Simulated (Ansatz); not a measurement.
Problem. Each is relaxed and computed with DFT-LDA in the program Ansatz with PAW potentials. Which is the only one with a gap?
(A) HfGe2, Cmcm (Hf on 4c, Ge on 4c, Ge on 4c)
(B) SiGe, CsCl type
(C) GeS2, P4_2/nmc (Ge on 2b, S on 4d)
(D) NiGe, Pnma (Ni on 4c, Ge on 4c)

Solution. C, GeS2, P4_2/nmc (Ge on 2b, S on 4d). GeS2: gap 0.96 eV (indirect); NiGe: metal; SiGe: metal; HfGe2: metal. Constructed cells (a structure type filled with these elements, in neither database checked): SiGe, CsCl type. Standing as an ambient phase not checked: GeS2, P4_2/nmc (Ge on 2b, S on 4d); HfGe2, Cmcm (Hf on 4c, Ge on 4c, Ge on 4c). Weakly bound layers, chains or molecules computed without a dispersion correction, so cells and soft constants are ill determined: GeS2, P4_2/nmc (Ge on 2b, S on 4d). Unstable at this level: SiGe, CsCl type. All cells were relaxed under the symmetry of their starts (and spin orders); stability against distortions was not tested throughout. Rows with no word on spin ran without spin polarisation. Scalar-relativistic: spin–orbit coupling is off unless named, which matters more the heavier the elements.

Potentials: the later of the program's two PAW sets.
